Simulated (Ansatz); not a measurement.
# Ba2BiSb2 (Immm): electronic heat capacity and spin susceptibility from the density of states

These are results of Ansatz 0.2.0, DFT PBE, scalar-relativistic, plane waves, PAW, not measurements.

Plane waves to 420 eV, a k mesh through Γ of 10×10×10 on the computed 5-atom cell and Gaussian smearing (0.10 eV); no spin polarisation.

Relaxed cell: Immm, a = 4.828 Å, b = 7.673 Å, c = 10.126 Å, α = 90.00°, β = 90.00°, γ = 90.00°, 5 atoms in the primitive cell.

The density of states at the Fermi level is 2.364 states/eV in the cell of 5 atoms (1 formula unit; both spins, tetrahedra on a 15×15×15 mesh).

**Question.** What Sommerfeld coefficient and Pauli susceptibility does this give?

**Answer.** Per formula unit N(E_F) = 2.364 states/eV. γ = (π²/3) k_B² N(E_F) N_A = 2.357 mJ/(mol K²) per state/eV, so γ = 5.6 mJ/(mol K²), a mole of formula units. χ_P = μ_B² N(E_F) N_A = 3.23×10⁻⁵ emu/mol per state/eV gives 7.6×10⁻⁵ emu/mol. This is the bare band result: a measured γ of the same phase is as a rule larger by a factor 1 + λ from phonons and spin fluctuations, the spin part of χ is larger by the Stoner factor, and a measured χ also holds orbital and core terms. N(E_F) at one energy is sensitive to the mesh where the density of states has sharp peaks.

Spin-orbit coupling is left out, which matters for the bands of heavy elements.

Cost: 1 run of about 7.5 core-minutes, on Arm Neoverse V1 (shared hosts).